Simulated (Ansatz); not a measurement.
All numbers below come from DFT PBE, scalar-relativistic, plane waves, PAW in Ansatz. Plane waves to 420 eV, a 6×6×4 mesh through Γ for the 8-atom cell and 0.02 eV Gaussian smearing; no spin polarisation.

Energies over the elements count from the elements' standard structures at the same level, with no fitted energy shifts. The references include grey tin.

Q: Suggest a trial structure for a triclinic semiconductor with formula Sn4Se3S, with a gap near 0.7 eV, a formation energy near −0.43 eV/atom and about 28 Å³ per atom, in a cell of 8 atoms.

A: Sn4Se3S, space group P1 (No. 1). Sn on its first site has 1 S at 2.62 Å, 2 Se at 2.84–2.85 Å and 2 Se at 3.28–3.29 Å; Sn on its second site is surrounded by 1 S at 2.73 Å, 2 Se at 2.76–2.85 Å, 1 S at 3.37 Å and 1 Se at 3.40 Å; Se on its first site has 3 Sn at 2.76–2.84 Å and 2 Sn at 3.28–3.32 Å; around S lie 3 Sn at 2.62–2.73 Å; 4 more sites not described.

```cif
data_structure
_symmetry_space_group_name_H-M 'P1'
_symmetry_Int_Tables_number 1
_cell_length_a 4.4470
_cell_length_b 6.3079
_cell_length_c 8.4049
_cell_angle_alpha 109.509
_cell_angle_beta 90.011
_cell_angle_gamma 90.053
_cell_volume 222.23
loop_
_atom_site_label
_atom_site_type_symbol
_atom_site_symmetry_multiplicity
_atom_site_Wyckoff_symbol
_atom_site_fract_x
_atom_site_fract_y
_atom_site_fract_z
_atom_site_occupancy
Sn1 Sn 1 a 0.97225 0.99406 0.06177 1
Sn2 Sn 1 a 0.44926 0.49916 0.17935 1
Sn3 Sn 1 a 0.96507 0.99632 0.56158 1
Sn4 Sn 1 a 0.44766 0.49861 0.69455 1
Se1 Se 1 a 0.54046 0.95903 0.30141 1
Se2 Se 1 a 0.03532 0.53720 0.44648 1
Se3 Se 1 a 0.54145 0.95846 0.80323 1
S1 S 1 a 0.04851 0.55715 0.95162 1
```

The volume per atom is 27.8 Å³ and the density is 5.6 g/cm³. The energy over the elements is −0.433 eV/atom and the gap on the 6×6×4 mesh of the 8-atom cell is 0.72 eV.

It was reached by relaxing an invented guess, and it needn't be the stable form of this composition. The answer needn't be unique; the calculation gave this one.

No dispersion correction is applied, so the spacing and binding between layers, chains or molecules are poorly described. Kohn–Sham gaps at this level usually fall short of measured ones. The reference forms of S and Se are held partly by dispersion forces, which this level lacks. This cell was reached by moving the atoms of another relaxed cell at random and relaxing again, last within the group found; it had no such test of its own.
